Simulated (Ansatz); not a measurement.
Bi₂S₃:
```cif
data_Bi8S12
_chemical_formula_sum 'Bi8 S12'
_space_group_name_H-M_alt 'P 1'
_space_group_IT_number 1
_cell_length_a 11.13480
_cell_length_b 3.97949
_cell_length_c 10.96505
_cell_angle_alpha 90.000
_cell_angle_beta 90.000
_cell_angle_gamma 90.000
loop_
_space_group_symop_operation_xyz
  'x, y, z'
loop_
_atom_site_label
_atom_site_type_symbol
_atom_site_fract_x
_atom_site_fract_y
_atom_site_fract_z
_atom_site_occupancy
Bi1 Bi 0.49468 0.25000 0.32480 1
Bi2 Bi 0.00532 0.75000 0.82480 1
Bi3 Bi 0.99468 0.25000 0.17520 1
Bi4 Bi 0.50532 0.75000 0.67520 1
Bi5 Bi 0.33332 0.75000 0.03145 1
Bi6 Bi 0.16668 0.25000 0.53145 1
Bi7 Bi 0.83332 0.75000 0.46855 1
Bi8 Bi 0.66668 0.25000 0.96855 1
S1 S 0.28160 0.25000 0.19559 1
S2 S 0.21840 0.75000 0.69559 1
S3 S 0.78160 0.25000 0.30441 1
S4 S 0.71840 0.75000 0.80441 1
S5 S 0.55042 0.75000 0.12944 1
S6 S 0.94958 0.25000 0.62944 1
S7 S 0.05042 0.75000 0.37056 1
S8 S 0.44958 0.25000 0.87056 1
S9 S 0.37762 0.75000 0.44245 1
S10 S 0.12238 0.25000 0.94245 1
S11 S 0.87762 0.75000 0.05755 1
S12 S 0.62238 0.25000 0.55755 1
```

Relaxed with PBE+D3(BJ).

Tabulate the valence density and the electron localisation function along the shortest Bi–S contact (2.65 Å), DFT-PBE+D3(BJ) in the program Ansatz with PAW potentials.



```tsv
distance from Bi (Å)	density (e/Å³)	ELF
0.26	7.07	0.09
0.40	5.96	0.12
0.53	4.63	0.21
0.66	3.15	0.33
0.79	1.75	0.40
0.93	0.91	0.37
1.06	0.59	0.32
1.19	0.47	0.34
1.32	0.43	0.47
1.45	0.48	0.65
1.59	0.58	0.78
1.72	0.75	0.85
1.85	0.96	0.86
1.98	1.13	0.82
2.12	1.14	0.68
2.25	0.92	0.37
2.38	0.52	0.09
```

The density is the valence pseudo-density with augmentation charge, so density and ELF within about 1 Å of a nucleus are not all-electron values.

Space group Pnma. The cell was relaxed with PBE+D3(BJ) under the symmetry of its start. Scalar-relativistic: spin–orbit coupling is off unless named, which matters more the heavier the elements.

Potentials: the later of the program's two PAW sets.
